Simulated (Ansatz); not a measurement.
A geometry of Te away from equilibrium: the start of the relaxation of a relaxed Te cell displaced along its unstable phonon at q = Γ (69i cm⁻¹), largest move 0.15 Å. Calculation: PBE (plane waves to 420 eV, PAW, scalar-relativistic; Ansatz, an electronic-structure program). Γ-centred k-mesh 9×9×8 on the run's cell (coarser than for final values), Fermi–Dirac smearing 0.05 eV.

```xyz
2
Lattice="2.0287 -4.3570 0.0000 2.0287 4.3570 0.0000 0.0000 0.0000 4.1798" Properties=species:S:1:pos:R:3 pbc="T T T"
Te     2.1787    -1.7390     3.1348
Te     1.8787     1.7390     1.0449
```

### Question
Give the Cartesian forces on all atoms (eV/Å).

### Answer
```
atom     Fx     Fy    Fz
----  -----  -----  ----
Te1   -0.47   0.15  0.00
Te2    0.47  -0.15  0.00
```

### Question
What is the pressure?

### Answer
+1.5 GPa, compression positive.

No spin polarisation in the result.

The run could not lose the symmetry of its start, so the end can be a saddle point.

The end of the path is a generated cell of Te: the first start was made by placing the elements on the sites of a structure type, and the end was not matched to a known phase here, so it may be hypothetical. Known forms of Te include space group No. 152.
